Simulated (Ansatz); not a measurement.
Ca$_{3}$Si$_{4}$Ir$_{4}$ in space group I-43m (No. 217; Si on 8c, Ir on 8c, Ca on 6b) under volume change, the program Ansatz at the r²SCAN level (PAW), shape and atoms relaxed at each volume.

| V (Å³/atom) | E − E(relaxed) (meV/atom) | P (GPa) |
|---|---|---|
| 16.907 | [?] | [?] |
| 17.464 | 33.7 | 10.23 |
| 18.021 | 7.9 | 4.70 |
| 18.579 | 0.0 | 0.00 |
| 19.136 | 7.1 | -3.98 |
| 19.694 | 27.0 | -7.34 |
| 20.251 | [?] | [?] |

Task: Some entries are withheld; supply them.

Result: 
- 16.907, E − E(relaxed) (meV/atom): 80.3
- 16.907, P (GPa): 16.75
- 20.251, E − E(relaxed) (meV/atom): 57.6
- 20.251, P (GPa): -10.18

Task: What does a third-order Birch–Murnaghan fit give for V₀, B₀ and B′?

Result: V₀ = 18.58 Å³/atom, B₀ = 144 GPa, B′ = 4.5.

The workflow started from an entry of the Crystallography Open Database (COD). Whether it is the stable phase at ambient conditions was not checked. The r²SCAN relaxation kept the symmetry of its start; its stability against distortions is not shown here. No spin polarisation was allowed. Spin–orbit coupling is left out wherever it is not named.

Potentials: the later of the program's two PAW sets.
